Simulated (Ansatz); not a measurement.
The start is a generated cell, RbGeBr3 placed in the GdFeO3 structure type. The structure is fully relaxed (lattice and positions, P = 0) with PBEsol (plane waves to 420 eV, PAW, scalar-relativistic; Ansatz, a quantum-chemistry and plane-wave program). The first steps use a coarse 3×2×3 k-mesh.

The start:
```
CELL_PARAMETERS angstrom
      7.54529     0.00000     0.00000
      0.00000    10.64640     0.00000
      0.00000     0.00000     7.52011
ATOMIC_POSITIONS crystal
  Rb 0.48770 0.25000 0.99160
  Rb 0.98770 0.25000 0.50840
  Rb 0.51230 0.75000 0.00840
  Rb 0.01230 0.75000 0.49160
  Ge 0.00000 0.00000 0.00000
  Ge 0.50000 0.50000 0.50000
  Ge 0.00000 0.50000 0.00000
  Ge 0.50000 0.00000 0.50000
  Br 0.03130 0.25000 0.05860
  Br 0.53130 0.25000 0.44140
  Br 0.96870 0.75000 0.94140
  Br 0.46870 0.75000 0.55860
  Br 0.28800 0.53700 0.21300
  Br 0.78800 0.96300 0.28700
  Br 0.71200 0.03700 0.78700
  Br 0.21200 0.46300 0.71300
  Br 0.71200 0.46300 0.78700
  Br 0.21200 0.03700 0.71300
  Br 0.28800 0.96300 0.21300
  Br 0.78800 0.53700 0.28700
```

```json
{
 "largest_initial_force": "0.31 eV/Å, on Rb1, Rb2, Rb3, Rb4 (atoms numbered as listed)",
 "volume_change": "+5.4 %, from 30.20 to 31.84 Å³/atom",
 "band_gap_at_the_end": "0.63 eV, direct at Γ (no spin-orbit coupling)",
 "optimiser_moves": "7"
}
```

Final values are on a 4×3×4 k-mesh of the relaxed cell. No spin polarisation in the result.

The run could not lose the symmetry of its start: the end is stationary, and may be a saddle point rather than a minimum.

The relaxed structure here is a generated cell of RbGeBr3: the first start was made by placing the elements on the sites of a structure type, and the end was not matched to a known phase here, so it may be hypothetical.
